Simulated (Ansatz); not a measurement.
## Ti₈C₅: do energies and stresses tell the same story?

These are results of DFT r2SCAN, scalar-relativistic, plane waves, PAW in Ansatz 0.2.0, not measurements.

Settings: cutoff 500 eV, Γ-centred mesh 6×6×6 on the computed 13-atom cell, Gaussian smearing of 0.10 eV; no spin polarisation.

Relaxed cell: R-3m, a = 6.121 Å, b = 6.121 Å, c = 14.851 Å, α = 90.00°, β = 90.00°, γ = 120.00°, 13 atoms in the primitive cell. Whether it is the stable form of this composition wasn't checked.

Energies at zero smearing and pressures from the stress tensor, at volumes with shape and atoms relaxed:
| V (Å³/atom) | E − E(first) (meV/atom) | P (GPa) |
| --- | --- | --- |
| 10.873 | 0.00 | 29.71 |
| 11.244 | -57.79 | 20.49 |
| 11.615 | -95.76 | 12.58 |
| 11.985 | -116.74 | 5.80 |
| 12.356 | -123.19 | 0.00 |
| 12.727 | -117.22 | -4.95 |
| 13.097 | -100.65 | -9.17 |
| 13.592 | -64.82 | -13.82 |

Task: Check P = −dE/dV between neighbouring volumes, and get the bulk modulus from the pressures alone.

Result: With 1 eV/Å³ = 160.2 GPa:
```tsv
middle V (Å³/atom)	−ΔE/ΔV (GPa)	mean P (GPa)
11.059	24.977	25.100
11.429	16.412	16.536
11.800	9.070	9.192
12.171	2.786	2.902
12.541	-2.580	-2.477
12.912	-7.159	-7.062
13.344	-11.617	-11.493
```

The two differ by 0.12 GPa at most. The mean of two end pressures misses the average over a step by about ΔV² P″/12, up to 0.12 GPa here; with that taken off 0.04 GPa remains. The stress is the derivative of the free energy, not of the energy at zero smearing, and with free energies 0.00 GPa remains. Around V = 12.356 Å³/atom, the two neighbours give B = −V ΔP/ΔV = 12.356 × 10.76 / 0.741 = 179.3 GPa, against B0 = 178.2 GPa from the Birch–Murnaghan fit of the energies.

Cost: 9 runs of about 99 core-minutes in all, on AMD EPYC (Zen 3) (shared hosts).